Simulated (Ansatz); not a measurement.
## Find the missing element

Cell vectors (Å):

```
 1.9305  1.1146  7.1145
-1.9305  1.1146  7.1145
 0.0000 -2.2292  7.1145
```

```tsv
atom	a	b	c
K	0.0000	0.0000	0.0000
Lu	0.5000	0.5000	0.5000
X	0.2341	0.2341	0.2341
X	0.7659	0.7659	0.7659
```

Level of theory: LDA, all-electron LAPW in Ansatz 0.2.0, scalar-relativistic. k mesh 6×6×6, fixed occupations.

Harmonic phonons of a crystal by Kohn-Sham DFT at the given cell, standard atomic masses, acoustic sum rule imposed; negative wavenumbers are unstable modes.

```tsv
point	q a (r.l.u.)	q b (r.l.u.)	q c (r.l.u.)	branch	phonon wavenumber (cm⁻¹)
Gamma	0	0	0	4	106.9
Gamma	0	0	0	6	176
Gamma	0	0	0	7	192.1
Gamma	0	0	0	9	228.6
Gamma	0	0	0	11	249.1
Gamma	0	0	0	12	288.8
```

Task: All X atoms are one element. Which one was computed?

Result: S; the crystal is KLuS$_{2}$ (R-3m).

Keep in mind: zone-boundary modes aren't tested; no LO-TO term at the zone centre.
